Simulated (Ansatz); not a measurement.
**Cs2InAgCl6: do energies and stresses tell the same story?**

All numbers below come from DFT r2SCAN, scalar-relativistic, plane waves, PAW (Ansatz).

Cutoff 500 eV; k points 6×6×6 on the computed 10-atom cell (Γ-centred); Gaussian smearing, width 0.02 eV; no spin polarisation.

Relaxed cell: Fm-3m, a = 10.516 Å, b = 10.516 Å, c = 10.516 Å, α = 90.00°, β = 90.00°, γ = 90.00°, 10 atoms in the primitive cell.

Energies at zero smearing and pressures from the stress tensor, at volumes with shape and atoms relaxed:
```tsv
V (Å³/atom)	E − E(first) (meV/atom)	P (GPa)
25.586	0.00	5.61
26.458	-25.36	3.77
27.331	-41.65	2.26
28.203	-50.47	1.02
29.075	-53.17	0.01
29.947	-50.88	-0.82
30.820	-44.53	-1.49
31.983	-31.12	-2.18
```

**Question.** Check P = −dE/dV between neighbouring volumes, and get the bulk modulus from the pressures alone.

**Answer.** With 1 eV/Å³ = 160.2 GPa:
| middle V (Å³/atom) | −ΔE/ΔV (GPa) | mean P (GPa) |
| --- | --- | --- |
| 26.022 | 4.659 | 4.688 |
| 26.895 | 2.991 | 3.016 |
| 27.767 | 1.620 | 1.641 |
| 28.639 | 0.496 | 0.513 |
| 29.511 | -0.421 | -0.407 |
| 30.384 | -1.165 | -1.154 |
| 31.401 | -1.848 | -1.831 |

The two differ by 0.03 GPa at most. The mean of two end pressures misses the average over a step by about ΔV² P″/12, up to 0.03 GPa here; with that taken off 0.00 GPa remains. Around V = 29.075 Å³/atom, the two neighbours give B = −V ΔP/ΔV = 29.075 × 1.84 / 1.745 = 30.7 GPa, against B0 = 30.3 GPa from the Birch–Murnaghan fit of the energies.

Cost: 9 runs of about 8.1 core-minutes in all, on AMD EPYC 9R45 (Zen 5) (shared hosts).